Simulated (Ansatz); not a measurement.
**Data sheet: LiPd (DFT)**

LiPd:
```xyz
2
Lattice="2.7404 0.0000 0.0000 -1.3702 2.3732 0.0000 0.0000 0.0000 4.1498" Properties=species:S:1:pos:R:3 pbc="T T T"
Pd     0.0000     0.0000     2.0749
Li     1.3702     0.7911     0.0000
```

Space group P-6m2 (No. 187); conventional cell a = b = 2.740 Å, c = 4.150 Å, α = β = 90.00°, γ = 120.00°.

Method: DFT-PBEsol in the program Ansatz with PAW potentials. Geometry: relaxed at this level of theory. Other levels are named where they apply.

### Cell and energy

```
Quantity                                                       Value
-----------------------------------------------------  -------------
Volume per atom                                             13.49 Å³
Density                                                   6.97 g/cm³
Formation energy from the elements (no fitted shifts)  -0.40 eV/atom
```

### Electronic structure

```
Quantity                                                                    Result
------------------------------------  --------------------------------------------
Electronic character                                             metallic (no gap)
Density of states at the Fermi level  0.31 states/eV per atom (mean over ±0.08 eV)
Gap with spin–orbit coupling                                       none (metallic)
```

### Mechanics

```
Quantity                                                                                        Result
--------------------------------------------  --------------------------------------------------------
Bulk modulus (Birch–Murnaghan fit)                                                            88.5 GPa
Pressure derivative B′                                                                             4.4
Elastic constants (relaxed ions, GPa)         C11 = 190, C12 = 91.4, C13 = 39.2, C33 = 136, C44 = 22.9
Mechanical stability                                            stable (all eigenvalues of C positive)
Hill bulk and shear moduli                                                           91.9 and 38.4 GPa
Young's modulus                                                                                101 GPa
Poisson's ratio                                                                                   0.32
Debye temperature from the elastic constants                                                     329 K
```

### Charges

```
Item                          Value
-------------  --------------------
Bader charges  Pd -0.83, Li +0.83 e
```

The workflow started from an entry of the Crystallography Open Database (COD), which files this formula under 2 space groups. Its standing as an ambient phase is unchecked. The cell was relaxed with PBEsol under the symmetry of its start; its stability against distortions is not shown here. The run is not spin-polarised. As this level gives no gap, shear constants depend on the k-mesh and smearing (Fermi–Dirac, 0.1 eV here). Axis ratios of metals converge slowly with the k-mesh, so a and c are less sure than the volume. The references are the lowest solids computed at this level, not always the standard phases. Spin–orbit coupling is left out wherever it is not named.

Potentials: the later of the program's two PAW sets.
